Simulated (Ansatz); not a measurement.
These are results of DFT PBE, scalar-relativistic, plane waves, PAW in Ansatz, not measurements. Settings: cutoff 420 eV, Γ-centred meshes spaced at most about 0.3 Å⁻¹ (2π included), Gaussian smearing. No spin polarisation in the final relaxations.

All energies are static (0 K, no zero-point motion).

Two relaxed structures of Cd2HgS3:

A.

```cif
data_structure
_symmetry_space_group_name_H-M 'P3m1'
_symmetry_Int_Tables_number 156
_cell_length_a 4.2115
_cell_length_b 4.2115
_cell_length_c 20.5673
_cell_angle_alpha 90.000
_cell_angle_beta 90.000
_cell_angle_gamma 120.000
_cell_volume 315.92
loop_
_atom_site_label
_atom_site_type_symbol
_atom_site_symmetry_multiplicity
_atom_site_Wyckoff_symbol
_atom_site_fract_x
_atom_site_fract_y
_atom_site_fract_z
_atom_site_occupancy
Cd1 Cd 1 b 0.33333 0.66667 0.00116 1
Cd2 Cd 1 b 0.33333 0.66667 0.33233 1
Cd3 Cd 1 c 0.66667 0.33333 0.16679 1
Cd4 Cd 1 c 0.66667 0.33333 0.49774 1
Hg1 Hg 1 b 0.33333 0.66667 0.66557 1
Hg2 Hg 1 c 0.66667 0.33333 0.83463 1
S1 S 1 b 0.33333 0.66667 0.12639 1
S2 S 1 b 0.33333 0.66667 0.45748 1
S3 S 1 b 0.33333 0.66667 0.79188 1
S4 S 1 c 0.66667 0.33333 0.29194 1
S5 S 1 c 0.66667 0.33333 0.62306 1
S6 S 1 c 0.66667 0.33333 0.96102 1
```

B.

```cif
data_structure
_symmetry_space_group_name_H-M 'I-4m2'
_symmetry_Int_Tables_number 119
_cell_length_a 4.2086
_cell_length_b 4.2086
_cell_length_c 17.8177
_cell_angle_alpha 90.000
_cell_angle_beta 90.000
_cell_angle_gamma 90.000
_cell_volume 315.60
loop_
_atom_site_label
_atom_site_type_symbol
_atom_site_symmetry_multiplicity
_atom_site_Wyckoff_symbol
_atom_site_fract_x
_atom_site_fract_y
_atom_site_fract_z
_atom_site_occupancy
Cd1 Cd 4 e 0.50000 0.50000 0.16722 1
Hg1 Hg 2 a 0.00000 0.00000 0.00000 1
S1 S 2 c 0.00000 0.50000 0.25000 1
S2 S 4 f 0.50000 0.00000 0.41522 1
```

**Question.** Which is lower in energy, and by how much?

**Answer.** They are level within the accuracy (under 1 meV/atom apart). A has Cd and Hg ordered on wurtzite sites, space group P3m1 (No. 156), 26.3 Å³/atom and a gap of 0.32 eV on its mesh; B has Cd and Hg ordered on zinc blende sites, space group I-4m2 (No. 119), 26.3 Å³/atom and a gap of 0.47 eV. In A, around Cd on its first site lie 4 S at 2.57–2.58 Å; around Hg on its first site lie 4 S at 2.58–2.60 Å; S on its first site has 4 Cd at 2.57–2.58 Å; 9 more sites not described. In B, Cd is surrounded by 4 S at 2.57 Å; around Hg lie 4 S at 2.59 Å; S on a site of symmetry -4m2 has 4 Cd at 2.57 Å; 1 more site not described. Both come from invented guesses.

Spin–orbit coupling, which can matter for Hg, is left out. Kohn–Sham gaps at this level usually fall short of measured ones. The missing spin–orbit coupling can work the other way here. Cells relaxed within their symmetry can be saddle points.
